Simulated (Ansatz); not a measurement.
SrZrO3:
Space group Pnma (No. 62); a = 5.815 Å, b = 8.161 Å, c = 5.758 Å, α = 90.00°, β = 90.00°, γ = 90.00°

```
atom  site  symmetry       x       y       z
----  ----  --------  ------  ------  ------
Sr      4c       .m.  0.0330  0.2500  0.4924
Zr      4a        -1  0.0000  0.0000  0.0000
O       8d         1  0.2863  0.0412  0.2135
O       4c       .m.  0.0206  0.7500  0.0778
```

Relaxed with PBEsol. The program Ansatz at the PBEsol level (PAW) gives a gap of 3.75 eV.

Q: What gap does HSE06 give on the same cell (Ansatz, PAW)?

A: 5.38 eV, 1.63 eV more. The hybrid was solved on a coarser mesh and at special points; its gap is the smallest among all of these.

| k | v1 PBEsol | c1 PBEsol | v1 HSE06 | c1 HSE06 |
|---|---|---|---|---|
| Γ | -0.03 | 3.75 | -0.03 | 5.38 |
| X | -0.18 | 4.76 | -0.18 | 6.44 |
| Z | -0.22 | 4.77 | … | … |
| U | -0.02 | 4.07 | … | … |
| Y | -0.08 | 3.98 | … | … |
| S | -0.26 | 5.26 | -0.27 | 6.98 |
| T | -0.22 | 5.12 | -0.21 | 6.84 |
| R | -0.24 | 4.89 | … | … |

Q: Top valence (v1) and lowest conduction level (c1) in eV from each method's valence maximum (which need not be a listed point): supply the withheld HSE06 values.

A: 
- Z, v1 HSE06: -0.21
- Z, c1 HSE06: 6.44
- U, v1 HSE06: 0.00
- U, c1 HSE06: 5.73
- Y, v1 HSE06: -0.07
- Y, c1 HSE06: 5.63
- R, v1 HSE06: -0.23
- R, c1 HSE06: 6.57

Cost on shared cores: the PBEsol run (SCF on a 5×4×5 mesh, then bands and DOS) very roughly 12 core-minutes, the HSE06 run (SCF on 3×2×3, then a few points) roughly 21 core-minutes; the tasks are unlike.

The workflow started from a Materials Project entry (that database holds measured and hypothetical structures alike); the Crystallography Open Database files this formula in space group No. 62, but the cells were not matched. Whether it is the stable phase at ambient conditions was not checked. The PBEsol relaxation kept the symmetry of its start; of distortions, only those at the zone centre were tested. No spin polarisation was allowed. Spin–orbit coupling is left out wherever it is not named.

Potentials: the later of the program's two PAW sets.
